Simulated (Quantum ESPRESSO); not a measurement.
# ZnS: field gradients at the nuclei

```yaml
crystal:
  lattice:
    - [3.80839, 0.00000, 0.00000]
    - [-1.90419, 3.29816, 0.00000]
    - [0.00000, 0.00000, 24.89096]
  atoms:
    - { symbol: Zn, position: [0.33333, 0.66667, 0.74991] }
    - { symbol: Zn, position: [0.66667, 0.33333, 0.24991] }
    - { symbol: Zn, position: [0.33333, 0.66667, 0.12479] }
    - { symbol: Zn, position: [0.66667, 0.33333, 0.62479] }
    - { symbol: Zn, position: [0.00000, 0.00000, 0.00004] }
    - { symbol: Zn, position: [0.00000, 0.00000, 0.50004] }
    - { symbol: Zn, position: [0.66667, 0.33333, 0.87532] }
    - { symbol: Zn, position: [0.33333, 0.66667, 0.37532] }
    - { symbol: S, position: [0.00000, 0.00000, 0.59371] }
    - { symbol: S, position: [0.00000, 0.00000, 0.09371] }
    - { symbol: S, position: [0.66667, 0.33333, 0.96899] }
    - { symbol: S, position: [0.33333, 0.66667, 0.46899] }
    - { symbol: S, position: [0.33333, 0.66667, 0.21850] }
    - { symbol: S, position: [0.66667, 0.33333, 0.71850] }
    - { symbol: S, position: [0.66667, 0.33333, 0.34393] }
    - { symbol: S, position: [0.33333, 0.66667, 0.84393] }
```
Geometry: a computed entry of the Materials Project; it was not checked against measured cells. It is ZnS in P6₃mc, a polytype of 8 double layers; whether this form has been observed was not checked. Stability against distortions was not tested.

Convention: |Vzz| is the largest principal value, η_Q = (Vxx − Vyy)/Vzz, |C_Q| = |eQVzz/h|. Cores are frozen. Against all-electron runs on small test molecules, this scheme's |Vzz| missed by −3 % on S. Static lattice: thermal averaging is not included.

Quadrupole moments taken as inputs (sizes, barn, from the tables of PySCF and pymatgen): ⁶⁷Zn 0.15, ³³S 0.0678.

**Question.** What do the calculations give at each independent site (field gradients by a PBE PAW density (pw.x of a modified build of Quantum ESPRESSO, JTH datasets) with the all-electron reconstruction of Petrilli and co-workers, 20 Ha, k-mesh 7×7×1 through Γ)?

**Answer.** 
| site | site symmetry | Vzz (a.u.) | η_Q | ∣C_Q∣ (MHz) |
|---|---|---|---|---|
| Zn1 (atoms 1, 2) | 3m | under 0.02 | – | under 0.70 (⁶⁷Zn) |
| Zn2 (atoms 3, 4) | 3m | under 0.02 | – | under 0.70 (⁶⁷Zn) |
| Zn3 (atoms 5, 6) | 3m | under 0.02 | – | under 0.70 (⁶⁷Zn) |
| Zn4 (atoms 7, 8) | 3m | under 0.02 | – | under 0.70 (⁶⁷Zn) |
| S1 (atoms 9, 10) | 3m | under 0.02 | – | under 0.32 (³³S) |
| S2 (atoms 11, 12) | 3m | under 0.02 | – | under 0.32 (³³S) |
| S3 (atoms 13, 14) | 3m | under 0.02 | – | under 0.32 (³³S) |
| S4 (atoms 15, 16) | 3m | 0.023 | 0.00 | 0.37 (³³S) |
